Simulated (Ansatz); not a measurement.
Ge in space group I4_132 (No. 214; Ge on 8a) at seven volumes, plane-wave PAW PBEsol (Ansatz code), scaled uniformly. One row is withheld.

| V (Å³/atom) | P (GPa) |
|---|---|
| 35.808 | 2.99 |
| 36.989 | ? |
| 38.169 | 0.82 |
| 39.350 | 0.00 |
| 40.530 | -0.69 |
| 41.711 | -1.28 |
| 42.891 | -1.79 |

Problem. Fit the shown pressures and predict the withheld one.

Solution. P = (3/2)B₀(x^(7/2) − x^(5/2))[1 + (3/4)(B′ − 4)(x − 1)] with x = (V₀/V)^(2/3). Least squares on the six rows gives V₀ = 39.350 Å³/atom, B₀ = 25.3 GPa, B′ = 4.72. At V = 36.989, x = 1.0421 and P = 1.81 GPa. The run itself gave 1.80 GPa.

The start of the workflow was typed in or built on a structure type; neither database checked (COD, Materials Project) lists it. It is not the phase usual at ambient conditions (space group No. 227). Symmetry was held in the PBEsol relaxation. At this level the phase is mechanically unstable. The volume moved by 44 % from the start of the relaxation.

Potentials: the later of the program's two PAW sets.
